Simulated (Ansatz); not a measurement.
# Profile along the V–V line in V3Si (A15, Cr3Si type)

V$_{3}$Si (A15, Cr3Si type)

```
CELL_PARAMETERS angstrom
      4.64951     0.00000     0.00000
      0.00000     4.64951     0.00000
      0.00000     0.00000     4.64951
ATOMIC_POSITIONS crystal
  V  0.25000 0.00000 0.50000
  V  0.75000 0.00000 0.50000
  V  0.00000 0.50000 0.25000
  V  0.00000 0.50000 0.75000
  V  0.50000 0.25000 0.00000
  V  0.50000 0.75000 0.00000
  Si 0.00000 0.00000 0.00000
  Si 0.50000 0.50000 0.50000
```

Fields along a shortest V–V line of a {100} plane (2.32 Å), from V to V, interpolated on the slice's grid (step about 0.2 Å). The numbers are results of PBEsol (plane waves to 420 eV, PAW, scalar-relativistic; Ansatz, a program for electronic structure), not measurements. k mesh 10×10×10. Inside the PAW spheres the values are not all-electron values, and peaks at nuclei hang on which shells count as valence. V3Si is run without spin polarisation. V3Si was relaxed with its symmetry unable to fall.

```csv
distance from V (Å),valence electron density (e/Å³),electron localisation function
0.00,16.78,x
0.23,13.53,x
0.46,6.92,x
0.70,2.22,0.54
0.93,0.69,0.26
1.16,0.47,0.24
1.39,0.69,0.26
1.62,2.22,0.54
1.86,6.92,x
2.09,13.53,x
2.32,16.78,x
```

x: too close to a nucleus for the ELF to mean much.

Density on the V–V line (2.32 Å) at its midpoint: 0.47 e/Å³. ELF at that point: 0.24.
